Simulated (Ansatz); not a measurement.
Equation of state of indium, bcc

The calculation used DFT, PBEsol, plane waves (420 eV) with PAW, scalar-relativistic (Ansatz). The PAW files were generated under PBE, with cores re-solved for the functional.

The cell is scaled uniformly from the relaxed one, with fractional coordinates and shape fixed. Energies are extrapolated to zero smearing, pressures are those at the given smearing. Magnetic state: spin not included.

```csv
V (Å³/atom),E − E₀ (meV/atom),P (GPa)
22.775,62.4,7.63
23.810,24.2,4.36
24.845,4.9,1.82
25.880,0.1,-0.15
26.916,6.6,-1.68
27.951,21.8,-2.86
28.986,43.8,-3.77
```

(1) Fit a third-order Birch-Murnaghan equation.

Answers

(1) V₀ = 25.76 Å³/atom, B₀ = 45 GPa, B₀′ = 5.4.
